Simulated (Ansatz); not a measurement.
Input file for Ansatz (a quantum-chemistry and plane-wave program):

Ansatz 0.2 input:
```yaml
crystal:
  lattice:
    - [3.0906866745, 0.0, 0.0]
    - [0.0, 3.0906866745, 0.0]
    - [0.0, 0.0, 3.0906866745]
  atoms:
    - { symbol: Rh, position: [0.5, 0.5, 0.5] }
    - { symbol: Mg, position: [0.0, 0.0, 0.0] }
kpoints:
  mp_grid: { grid: [10, 10, 10] }
  band_path:
    path:
      - [[0.0, 0.0, 0.0], [0.0, 0.5, 0.0], [0.5, 0.5, 0.0], [0.0, 0.0, 0.0], [0.5, 0.5, 0.5], [0.0, 0.5, 0.0]]  # Γ-X-M-Γ-R-X
      - [[0.5, 0.5, 0.5], [0.5, 0.5, 0.0]]  # R-M
    npoints: 12
hamiltonian:
  xc: r2scan
  pseudopotentials: { kind: paw }
magnetization: { noncollinear: true, spin_orbit: true }
scf:
  n_extra_bands: 13
  convergence: { dr2_threshold: 0.0000000001 }
  occupations: { method: gaussian, width: 0.05 }
output: { eigenvalues: true }
```

Output (shortened):

```
Pseudopotential: Rh, paw_fr, valence charge 17
Pseudopotential: Mg, paw_fr, valence charge 10
Functional definition: r2SCAN
non-collinear run that drives no moment, with spin-orbit …
Crystal: 2 atoms, lattice volume = 29.523 Å³
Basis set: ecut = 500 eV, 739 PW (Γ), exchange–correlation on 96×96×96 points (64 copies of the dense FFT grid, shifted against one another)
Bands: 40, of which v1, the nominal top of the filled ones, is band 27 counted from 1 (26 counted from 0)
Symmetry: 48 space group operations + 48 with time reversal
k-points: 56 of 1000
Projection manifold: j_resolved (fully-relativistic pseudo-atomic orbitals)
SCF iter   1: F=—  HF=-8337.088306 eV  |F-HF|=—  |Δ(HF+E_count)|=         —  Δρ=1.51e-1  dr2=8.09e0  dr2_τ=6.44e-2  dr2_m=0.00e0 (ungated)  ethr=3.10e-3  |M|=0.00e0 ∫|m|=0.00e0 μB  |m|>n=0.0e0 m-floor=0.0e0 τ_xc=0.0e0  β_m=0.30  ⟨swp⟩=7.5  Hψ=5595  notcnv=0  defer=72
preconditioner: auto → none
SCF iter   2: F=—  HF=-8335.762250 eV  |F-HF|=—  |Δ(HF+E_count)|=    1.33e0  Δρ=6.76e-2  dr2=1.31e0  dr2_τ=1.76e-2  dr2_m=0.00e0 (ungated)  ethr=3.10e-3  |M|=0.00e0 ∫|m|=0.00e0 μB  |m|>n=0.0e0 m-floor=0.0e0 τ_xc=0.0e0  β_m=0.39  ⟨swp⟩=2.6  Hψ=2044  notcnv=0  defer=360
SCF iter   3: F=—  HF=-8335.614358 eV  |F-HF|=—  |Δ(HF+E_count)|=   1.48e-1  Δρ=1.93e-2  dr2=4.01e-2  dr2_τ=8.69e-4  dr2_m=0.00e0 (ungated)  ethr=3.10e-3  |M|=0.00e0 ∫|m|=0.00e0 μB  |m|>n=0.0e0 m-floor=0.0e0 τ_xc=0.0e0  β_m=0.65  ⟨swp⟩=2.4  Hψ=1639  notcnv=0  defer=346
SCF iter   4: F=—  HF=-8335.672657 eV  |F-HF|=—  |Δ(HF+E_count)|=   5.83e-2  Δρ=1.37e-2  dr2=8.01e-2  dr2_τ=1.10e-3  dr2_m=0.00e0 (ungated)  ethr=1.49e-4  |M|=0.00e0 ∫|m|=0.00e0 μB  |m|>n=0.0e0 m-floor=0.0e0 τ_xc=0.0e0  β_m=0.65  ⟨swp⟩=2.8  Hψ=2088  notcnv=0  defer=356
SCF iter   5: F=—  HF=-8335.658711 eV  |F-HF|=—  |Δ(HF+E_count)|=   1.39e-2  Δρ=4.09e-3  dr2=5.15e-3  dr2_τ=5.30e-5  dr2_m=0.00e0 (ungated)  ethr=1.49e-4  |M|=0.00e0 ∫|m|=0.00e0 μB  |m|>n=0.0e0 m-floor=0.0e0 τ_xc=0.0e0  β_m=0.82  ⟨swp⟩=2.2  Hψ=1531  notcnv=0  defer=360
SCF iter   6: F=—  HF=-8335.658186 eV  |F-HF|=—  |Δ(HF+E_count)|=   5.26e-4  Δρ=6.78e-4  dr2=1.10e-4  dr2_τ=2.92e-6  dr2_m=0.00e0 (ungated)  ethr=1.91e-5  |M|=0.00e0 ∫|m|=0.00e0 μB  |m|>n=0.0e0 m-floor=0.0e0 τ_xc=0.0e0  β_m=0.76  ⟨swp⟩=1.9  Hψ=1131  notcnv=0  defer=360
SCF iter   7: F=—  HF=-8335.658160 eV  |F-HF|=—  |Δ(HF+E_count)|=   2.54e-5  Δρ=8.03e-5  dr2=1.77e-6  dr2_τ=2.92e-8  dr2_m=0.00e0 (ungated)  ethr=4.06e-7  |M|=0.00e0 ∫|m|=0.00e0 μB  |m|>n=0.0e0 m-floor=0.0e0 τ_xc=0.0e0  β_m=0.78  ⟨swp⟩=2.9  Hψ=1655  notcnv=0  defer=360
SCF iter   8: F=—  HF=-8335.658159 eV  |F-HF|=—  |Δ(HF+E_count)|=   1.54e-6  Δρ=1.33e-5  dr2=1.15e-8  dr2_τ=6.49e-10  dr2_m=0.00e0 (ungated)  ethr=6.57e-9  |M|=0.00e0 ∫|m|=0.00e0 μB  |m|>n=0.0e0 m-floor=0.0e0 τ_xc=0.0e0  β_m=0.89  ⟨swp⟩=1.9  Hψ=1240  notcnv=0  defer=360
SCF iter  10: F=-8335.658159 eV  HF=-8335.658159 eV  |F-HF|=3.64e-12  |Δ(HF+E_count)|=  6.73e-11  Δρ=2.36e-7  dr2=1.12e-11  dr2_τ=2.78e-13  dr2_m=0.00e0 (ungated)  ethr=1.00e-12  |M|=0.00e0 ∫|m|=0.00e0 μB  |m|>n=0.0e0 m-floor=0.0e0 τ_xc=0.0e0  ⟨swp⟩=8.2  Hψ=3957  notcnv=0
SCF 1 converged in 10 iterations: F = -8335.658159 eV  dr2 = 1.12e-11
NSCF: frozen V_eff on 74 k-points
SCF converged after 10 iterations
Magnetization: |M| = 0.0000 μB,  M = (+0.0000, +0.0000, +0.0000) μB
Absolute magnetization: 0.0000 μB (∫|m|)
  site 0: m = (+0.0000, +0.0000, +0.0000) μB, |m| = 0.0000 μB  (R = 1.10 Å)
  site 1: m = (+0.0000, +0.0000, +0.0000) μB, |m| = 0.0000 μB  (R = 1.10 Å)
Free energy (F): -8335.658159 eV
Harris-Foulkes:  -8335.658159 eV  (|F-HF|=3.64e-12)
Internal energy: -8335.657484 eV  (E = F + TS)
E sigma→0 (E₀):  -8335.657821 eV
Entropy (-TS):   -0.000674 eV (-0.337 meV/atom)
Fermi energy:    13.954236 eV
--- Per-component energies (eV) ---
  E_band       = -492.819995
  E_kinetic    = 652.653059
  E_local      = -3242.961743  (includes V_loc(G=0)·N_el)
  E_nonlocal   = 452.590621
  E_hartree    = 1147.225876
  E_xc         = -244.823094
  E_vxc        = -355.660298  (∫ρ·V_xc dr)
  E_paw        = -3893.668754  (= ΣΔE_a)
  E_vpaw       = -318.434196  (= ΣTr[D̂ρ^β])
  E_aug_tail   = 0.000626  (compensation charges beyond the density's cutoff)
  E_vtau       = 24.540347  (kinetic-family band-sum trace: ∫τ·v_τ [+ j·A + Jᵃ·Aᵃ] dr)
  E_ewald      = -3206.277149
  E_core_change = -0.396926  (= ΣΔE_core)
  E_smearing   = -0.000674  (= −TS)
  E_closure    =  0.000000  (closes the sum)
  Σ components = -8335.658159   (vs F -8335.658159, Δ=0.00e0)
  [band-id]    e_kinetic+e_local+e_nonlocal+2·e_hartree+e_vxc+e_vpaw+e_augmentation_tail+e_vtau = -492.819832   (vs E_band -492.819995, Δ=1.62e-4)
--- Band table (eV; the first three rows and the last of 56) ---
  k-point 0: bands = ["-65.5852", "-65.5852", "-62.9781", "-62.9781", "-35.3371", "-35.3371", "-31.4974", "-31.4974", "-31.4974", "-31.4974", "-28.2715", "-28.2715", "-27.9802", "-27.9802", "-27.9802", "-27.9802", "6.5803", "6.5803", "10.8559", "10.8559", …
  k-point 1: bands = ["-65.5844", "-65.5844", "-62.9781", "-62.9781", "-35.3392", "-35.3392", "-31.5041", "-31.5041", "-31.4961", "-31.4961", "-28.2725", "-28.2725", "-27.9824", "-27.9824", "-27.9804", "-27.9804", "6.7676", "6.7676", "10.9033", "10.9033", …
  k-point 2: bands = ["-65.5826", "-65.5826", "-62.9779", "-62.9779", "-35.3448", "-35.3448", "-31.5215", "-31.5215", "-31.4928", "-31.4928", "-28.2751", "-28.2751", "-27.9882", "-27.9882", "-27.9811", "-27.9811", "7.3072", "7.3072", "11.0309", "11.0309", …
  k-point 55: bands = ["-65.5641", "-65.5641", "-62.9739", "-62.9739", "-35.4031", "-35.4031", "-31.5846", "-31.5846", "-31.5846", "-31.5846", "-28.2965", "-28.2965", "-28.0085", "-28.0085", "-28.0085", "-28.0085", "10.4938", "10.4938", "10.4938", "10.4938", …
```

Cost: roughly 40 core-seconds on shared cores.

Space group Pm-3m (CsCl type). The workflow started from an entry of the Crystallography Open Database (COD). Whether it is the stable phase at ambient conditions was not checked. The r²SCAN relaxation kept the symmetry of its start; its stability against distortions is not shown here. No spin polarisation was allowed.

Potentials: the later of the program's two PAW sets.

Ansatz is a plane-wave DFT program.
